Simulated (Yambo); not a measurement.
```xyz
2
Lattice="0.0000 3.2195 3.2195 3.2195 0.0000 3.2195 3.2195 3.2195 0.0000" Properties=species:S:1:pos:R:3 pbc="T T T"
Te     0.0000     0.0000     0.0000
Pb     3.2195     3.2195     3.2195
```

PbTe (rock salt, space group Fm-3m, No. 225): mean Im ε in 1 eV windows above the direct gap of 0.93 eV, for different electron-hole kernels (Yambo, broadening 0.15 eV, PBE (Quantum ESPRESSO, PseudoDojo norm-conserving, 82 Ry, scalar-relativistic) bands; 6×6×6 mesh, 3 valence and 6 conduction bands, static screening with 39 bands and a 4 Ry block, scissor 0.21 eV, Tamm-Dancoff; field along x).

```csv
window (eV),independent quasiparticles,RPA (no attraction),BSE
0.9 to 1.9,17,15,25
1.9 to 2.9,50,48,47
2.9 to 3.9,12,13,7.7
3.9 to 4.9,4.6,5.1,3.2
4.9 to 5.9,3.0,2.8,2.6
5.9 to 6.9,4.0,3.2,3.9
6.9 to 7.9,4.3,4.0,3.9
```

This run doesn't resolve bound excitons or single peaks, so only averages are given, and they too depend on the mesh; weight that the attraction moves below the gap isn't listed. All transitions below 8.32 eV are in the band window. The scissor comes from a G0W0 run whose convergence isn't established.

Spin-orbit coupling is left out; with 6p states at a band edge it can lower the gap by many tenths of an eV, most of a small gap.

Bands and orbitals come from the standard potentials; the scissor and the G0W0 gaps come from a run at the same geometry on the stringent ones, which hold whole semicore shells in the valence.

Geometry relaxed with PBEsol.
